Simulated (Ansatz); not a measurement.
A relaxed structure of GaCuSe2 is spoiled in several ways and relaxed again each time (noise and exchanges are one random draw each; squeezed and stretched starts keep its symmetry, which their runs cannot lower; pressure is positive under compression). Level of theory: PBE (plane waves to 420 eV, PAW, scalar-relativistic; Ansatz, a quantum-chemistry and plane-wave program).

Space group I-42d (No. 122); a = 5.6722 Å, b = 5.6722 Å, c = 11.2638 Å, α = 90.00°, β = 90.00°, γ = 90.00°

```csv
atom,site,symmetry,x,y,z
Cu,4a,-4..,0.0000,0.0000,0.0000
Ga,4b,-4..,0.0000,0.0000,0.5000
Se,8d,.2.,0.2500,0.2562,0.3750
```
(The calculation used a cell of 8 atoms; values per cell refer to that cell.)

```tsv
change	first pressure (GPa)	largest first force (eV/Å)	released (eV/atom)	moves	outcome	final group	E − E(parent) (eV/atom)
with every coordinate shifted by Gaussian noise of σ = 0.1 Å	2	2.5	0.10	4	returns to the parent	I-42d	0.00
stretched uniformly to 115 % of its volume	-6	0.1	0.07	4	returns to the parent	I-42d	0.00
with every coordinate shifted by Gaussian noise of σ = 0.1 Å	2	3.7	0.09	4	returns to the parent	I-42d	0.00
```

First-step values come from each run's starting, coarser k-mesh (5×5×6, 6×6×6). The runs use different k-meshes, so differences are rounded accordingly. No spin polarisation in the result.
